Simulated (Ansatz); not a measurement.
The start is a generated cell, Hf3N4 placed in a common structure type. A full variable-cell relaxation at zero pressure is run with PBE (plane waves to 420 eV, PAW, scalar-relativistic; Ansatz, a program for electronic structure). The first steps use a coarse 4×4×4 k-mesh.

Input geometry:
```yaml
crystal:
  lattice:
    - [-3.35000, 3.35000, 3.35000]
    - [3.35000, -3.35000, 3.35000]
    - [3.35000, 3.35000, -3.35000]
  atoms:
    - { symbol: Hf, position: [0.25000, 0.62500, 0.37500] }
    - { symbol: Hf, position: [0.75000, 0.87500, 0.12500] }
    - { symbol: Hf, position: [0.37500, 0.25000, 0.62500] }
    - { symbol: Hf, position: [0.12500, 0.75000, 0.87500] }
    - { symbol: Hf, position: [0.62500, 0.37500, 0.25000] }
    - { symbol: Hf, position: [0.87500, 0.12500, 0.75000] }
    - { symbol: N, position: [0.16600, 0.16600, 0.16600] }
    - { symbol: N, position: [0.50000, 0.00000, 0.33400] }
    - { symbol: N, position: [0.00000, 0.33400, 0.50000] }
    - { symbol: N, position: [0.33400, 0.50000, 0.00000] }
    - { symbol: N, position: [0.66600, 0.66600, 0.66600] }
    - { symbol: N, position: [0.50000, 0.00000, 0.83400] }
    - { symbol: N, position: [0.83400, 0.50000, 0.00000] }
    - { symbol: N, position: [0.00000, 0.83400, 0.50000] }
```

### Question
What is the largest force in the starting geometry, and on which atom (counted from 1)?

### Answer
1.15 eV/Å, on N7, N8, N9, N10, N11, N12, N13, N14 (atoms numbered as listed).

### Question
By how much does the energy per atom fall from start to end?

### Answer
0.055 eV/atom.

### Question
How does the volume change?

### Answer
+1.5 %, from 10.74 to 10.91 Å³/atom.

### Question
How do the shortest distances between atoms change?

### Answer
The closest pairs of elements (up to four, under 3.6 Å), start → end: Hf–N 2.32 → 2.21 Å; N–N 2.50 → 2.63 Å; Hf–Hf 3.13 → 3.15 Å.

### Question
Give the final cell and atomic positions.

### Answer

Space group I-43d (No. 220); a = b = c = 6.734 Å, α = β = γ = 90.00°

```csv
atom,site,symmetry,x,y,z
Hf,12a,-4..,0.0000,0.2500,0.3750
N,16c,.3.,0.0665,0.0665,0.0665
```
(The calculation used a cell of 14 atoms; values per cell refer to that cell.)

The space group stays I-43d (No. 220) (the run could not lower it), with 14 atoms in the primitive cell. Final values are on a 6×6×6 k-mesh of the relaxed cell. No spin polarisation in the result.

The run could not lose the symmetry of its start.

The first start was generated by placing the elements on the sites of a structure type. A measured structure of Hf3N4 has the same space group, I-43d (No. 220); the sites were not compared with it.
